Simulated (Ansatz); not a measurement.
**Property card for LaBPd3**

LaBPd3:
```cif
data_BLaPd3
_chemical_formula_sum 'B1 Pd3 La1'
_space_group_name_H-M_alt 'Pm-3m'
_space_group_IT_number 221
_space_group_name_Hall '-P 4 2 3'
_cell_length_a 4.39116
_cell_length_b 4.39116
_cell_length_c 4.39116
_cell_angle_alpha 90.000
_cell_angle_beta 90.000
_cell_angle_gamma 90.000
loop_
_atom_site_label
_atom_site_type_symbol
_atom_site_symmetry_multiplicity
_atom_site_Wyckoff_symbol
_atom_site_fract_x
_atom_site_fract_y
_atom_site_fract_z
_atom_site_occupancy
B1 B 1 b 0.50000 0.50000 0.50000 1
Pd1 Pd 3 c 0.00000 0.50000 0.50000 1
La1 La 1 a 0.00000 0.00000 0.00000 1
```

Space group Pm-3m (No. 221), cubic perovskite; conventional cell a = 4.391 Å, b = 4.391 Å, c = 4.391 Å, α = 90.00°, β = 90.00°, γ = 90.00°.

Method: DFT-r²SCAN in the program Ansatz with PAW potentials. Geometry: relaxed at this level of theory. Other levels are named where they apply.

Cell and energy:

- Volume per atom = 16.93 Å³
- Density = 9.20 g/cm³
- Formation energy from the elements (no fitted shifts) = -0.56 eV/atom

Electronic structure:

- Electronic character = metallic (no gap)
- Density of states at the Fermi level = 0.77 states/eV per atom (mean over ±0.08 eV)
- Gap with spin–orbit coupling = none (metallic)

Mechanics:

* **Bulk modulus (Birch–Murnaghan fit)**: 136 GPa
* **Pressure derivative B′**: 4.6

Charges:

- Bader charges = B -0.10, Pd -0.52, La +1.66 e

The workflow started from an entry of the Crystallography Open Database (COD). Its standing as an ambient phase is unchecked. Symmetry was held in the r²SCAN relaxation; whether a distortion lowers the energy is not shown. No spin polarisation was allowed. The references are the lowest solids computed at this level, not always the standard phases. Scalar-relativistic: spin–orbit coupling is off unless named, which matters more the heavier the elements.

Potentials: the later of the program's two PAW sets.
